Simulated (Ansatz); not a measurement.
A generator proposed this cell of YLu2F3.

```yaml
crystal:
  lattice:
    - [4.38647, 0.00000, 0.00000]
    - [0.00000, 4.38647, 0.00000]
    - [0.00000, 0.00000, 6.24666]
  atoms:
    - { symbol: Y, position: [0.00000, 0.00000, 0.50000] }
    - { symbol: Lu, position: [0.00000, 0.50000, 0.26791] }
    - { symbol: Lu, position: [0.50000, 0.00000, 0.73209] }
    - { symbol: F, position: [0.50000, 0.50000, 0.00000] }
    - { symbol: F, position: [0.00000, 0.00000, 0.00000] }
    - { symbol: F, position: [0.50000, 0.50000, 0.50000] }
```

The calculation used DFT PBE, scalar-relativistic, plane waves, PAW in Ansatz 0.2.0. Plane waves to 420 eV, a k mesh through Γ of 4×4×4 on the computed 6-atom cell and Gaussian smearing (0.10 eV); no spin polarisation.

Energies over the elements count from the elements' standard structures at the same level (F₂ as a molecule), with no fitted energy shifts.

Task: What does a single point on this coarse mesh give?

Result: The pressure is -0.1 GPa (the mean over three directions, positive in compression), the largest force is 3.20 eV/Å, and the energy is −0.87 eV/atom against the elements. The shortest distance is 2.63 Å.

Task: How much does it gain on relaxing, and where does it end?

Result: Relaxing gains about 1.3 eV/atom (the start's value is from the coarse mesh, so the gain is rough) in 35 ionic steps and ends at −2.16 eV/atom on the finer mesh. The symmetry stays P-4m2 (No. 115). The volume per atom shrinks by 2.2 %, from 20.0 to 19.6 Å³. The shortest distance goes from 2.63 Å (Lu–F and Y–Lu) to 2.37 Å (Lu–F). The ratio c/a of the conventional cell changes by a factor of 1.92. Conventional cell: a = 3.503 Å, c = 9.579 Å. Y is surrounded by 4 F at 2.48 Å, 4 Y at 3.50 Å and 4 Lu at 3.64 Å; around Lu lie 4 F at 2.37 Å, 4 Lu at 3.50 Å, 2 F at 3.64 Å and 2 Y at 3.64 Å; F on its first site is surrounded by 4 Lu at 2.37 Å and 4 F at 2.48 Å; 2 more sites not described.

The last run used a 10×10×4 mesh (in the run's order of axes) for its 6-atom cell and Gaussian smearing of 0.10 eV. The relaxation can't lower the symmetry of the start. Symmetry constrained the relaxation, so the result can be a saddle point. Another cell of YLu2F3 relaxed alike, in R-3m, lies 17 meV/atom lower, so this cell isn't the stable form at this level.
